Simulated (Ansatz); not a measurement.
TiO$_{2}$:
```yaml
crystal:
  lattice:
    - [-1.88488, 1.88488, 4.77591]
    - [1.88488, -1.88488, 4.77591]
    - [1.88488, 1.88488, -4.77591]
  atoms:
    - { symbol: Ti, position: [0.50000, 0.50000, 0.00000] }
    - { symbol: Ti, position: [0.25000, 0.75000, 0.50000] }
    - { symbol: O, position: [0.29247, 0.29247, 0.00000] }
    - { symbol: O, position: [0.04247, 0.54247, 0.50000] }
    - { symbol: O, position: [0.45753, 0.95753, 0.50000] }
    - { symbol: O, position: [0.70753, 0.70753, 0.00000] }
```

Cartesian axes are those of the cell as given.

Question: Give the high-frequency dielectric tensor and the Born effective charge tensors of the independent atoms from DFPT, the program Ansatz at the PBEsol level (PAW).

Answer: 
ε∞:
```
6.85  0.00  0.00
0.00  6.85  0.00
0.00  0.00  6.28
```
Z* of atom 1 (Ti), rows: field, columns: displacement, in e:
```
6.54  0.00  0.00
0.00  6.54  0.00
0.00  0.00  5.73
```
Z* of atom 3 (O), rows: field, columns: displacement, in e:
```
-5.43   0.00   0.00
 0.00  -1.11   0.00
 0.00   0.00  -2.86
```

Space group I4_1/amd (anatase). The PBEsol relaxation kept the symmetry of its start. No spin polarisation was allowed.

Potentials: the later of the program's two PAW sets.
